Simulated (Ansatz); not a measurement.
**Two-dimensional strain map in CsRb**

Computed with DFT LDA, scalar-relativistic, plane waves, PAW in Ansatz. The runs took a 420 eV cutoff, a Γ-centred 10×10×6 mesh and Gaussian smearing (0.15 eV). No spin polarisation. Energies are free energies at this smearing, counted from the undisturbed cell; pressure is positive in compression.

The undisturbed cell (as given, not relaxed at this level; it stands at -0.4 GPa, and it needn't be the usual structure):

```
Cs Rb
1.0
     3.03786   -4.25315    0.00000
     3.03786    4.25315    0.00000
     0.00000    0.00000    8.38994
Cs Rb
1 1
Direct
  0.00000 0.00000 0.00000
  0.50000 0.50000 0.50000
```

The cell is strained by p along both x and y and by q along z, fractional coordinates fixed. Points are written (p, q).

Energy above the undisturbed cell in meV/atom (a dash: not computed):

```
 p \ q  -0.030  0.000  0.030
-0.030   -22.9  -15.9      ?
 0.000       ?    0.0    9.9
 0.030     9.7   19.7      –
```

Fill in the withheld energies.

(-0.030, 0.030): -7.3; (0.000, -0.030): -8.6.